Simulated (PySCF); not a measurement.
PySCF single point, B3LYP/6-31G*, density fitting, IEF-PCM implicit water (electrostatics alone), on diboron tetrafluoride, B2F4 (SMILES FB(F)B(F)F), charge 0, multiplicity 1.

```python
from pyscf import gto, scf, dft
mol = gto.M(atom='''
F     -1.589934    -0.778190     0.769126
B     -0.859071    -0.000139    -0.000516
F     -1.590482     0.778190    -0.769572
B      0.858557     0.000042    -0.000337
F      1.590482    -0.774196    -0.772828
F      1.588820     0.775176     0.772828
''', basis='6-31G*', charge=0, spin=0, verbose=3)
mf = dft.RKS(mol, xc='B3LYP')
mf = mf.density_fit()
mf = mf.PCM()
mf.with_solvent.method = 'IEF-PCM'
mf.with_solvent.eps = 78.4
mf.max_cycle = 100
e = mf.kernel()
print('converged', mf.converged)
print('E_total', e)
print('nao', mol.nao)
print('HOMO', mf.mo_energy[mf.mo_occ > 0].max())
mf.dip_moment()
```

The program's output:

```

WARN: PCM is an experimental feature. It is still in testing.
Features and APIs may be changed in the future.

converged SCF energy = -449.288460579612
converged True
E_total -449.2884605796116
nao 84
HOMO -0.34609659175062557
Dipole moment(X, Y, Z, Debye):  0.00036, -0.00155, -0.00082
```

The total energy is -12225.76 eV, -0.08 eV from the same level's vacuum run.
